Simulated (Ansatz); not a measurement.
Structure: an ordered 4-atom cell of Na2ICl on the rocksalt lattice (R-3m), at its r2SCAN minimum. The symmetry is R-3m (No. 166, trigonal); conventional cell a = 4.283 Å, c = 20.933 Å, 27.71 Å³ an atom. Cl is surrounded by 6 Na at 2.91 Å; I is surrounded by 6 Na at 3.16 Å; Na is surrounded by 3 Cl at 2.91 Å and 3 I at 3.16 Å.

```
Cl I Na
1.0
     2.14136    1.23631    6.97776
    -2.14136    1.23631    6.97776
     0.00000   -2.47263    6.97776
Cl I Na
1 1 2
Direct
  0.00000 0.00000 0.00000
  0.50000 0.50000 0.50000
  0.26032 0.26032 0.26032
  0.73968 0.73968 0.73968
```

The questions ask for values computed with the plane-wave code Ansatz on this geometry. No magnetic order. The prototype was imposed, so other structures may be more stable.

Given (8×8×8 mesh): The PBE gap is direct at Γ: 3.20 eV.

(1) How does the gap change from PBE to PBE+SOC (8×8×8)?

(2) How does the gap change from PBE to r2SCAN (8×8×8)?

(3) What does G0W0@PBE with 330 empty bands, a screening cutoff of 120 eV and a 4×4×4 mesh give?

Results:

(1) The PBE+SOC gap is direct at Γ: 2.85 eV. The gap differs by -0.35 eV from PBE's.

(2) With r2SCAN the gap is 3.87 eV and direct, at Γ. The gap differs by +0.67 eV from PBE's.

(3) 5.33 eV (the shift on the mesh added to PBE's least gap). G0W0 moves the gap on the mesh from 3.19 eV (PBE) to 5.33 eV (direct at Γ). Renormalisation factors Z lie between 0.79 and 0.84. G0W0 values are finite-basis, finite-mesh values.

Only the levels marked +SOC include spin-orbit coupling.
